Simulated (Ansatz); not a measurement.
CdSe (wurtzite)

Space group P6₃mc (No. 186); a = b = 4.383 Å, c = 7.156 Å, α = β = 90.00°, γ = 120.00°

```csv
atom,site,symmetry,x,y,z
Cd,2b,3m.,0.6667,0.3333,0.0004
Se,2b,3m.,0.3333,0.6667,0.1248
```

Grid over V/V₀ and (c/a)/(c/a)₀, subscript 0 meaning the relaxed cell; the conventional c axis lies along z; no internal relaxation.

Method: PBE (plane waves to 420 eV, PAW, scalar-relativistic; Ansatz, a first-principles code). k mesh 9×9×5 (Γ-centred), Fermi-Dirac smearing 0.05 eV. E stands for the smeared free energy. As the atoms are clamped, bonds stretch with the cell, which overstates energies and stresses. CdSe was relaxed with its symmetry unable to fall. ΔE is measured from the relaxed starting cell.

Question: What ΔE (eV/atom) does the calculation give at all points of the grid V/V₀ = 0.960, 0.980, 1.000, 1.020, 1.040 by (c/a)/(c/a)₀ = 0.880, 0.940, 1.000, 1.060, 1.120?

Answer: ΔE (eV/atom), with V/V₀ across and (c/a)/(c/a)₀ down:

```
(c/a)/(c/a)₀ \ V/V₀   0.960   0.980   1.000   1.020   1.040
-------------------  ------  ------  ------  ------  ------
0.880                0.1076  0.0962  0.0889  0.0853  0.0849
0.940                0.0289  0.0222  0.0192  0.0197  0.0231
1.000                0.0071  0.0017  0.0000  0.0016  0.0062
1.060                0.0240  0.0176  0.0149  0.0156  0.0193
1.120                0.0675  0.0583  0.0531  0.0514  0.0528
```

(A scan under strain: stresses follow from slopes of the energy per volume, elastic moduli from its curvatures.)
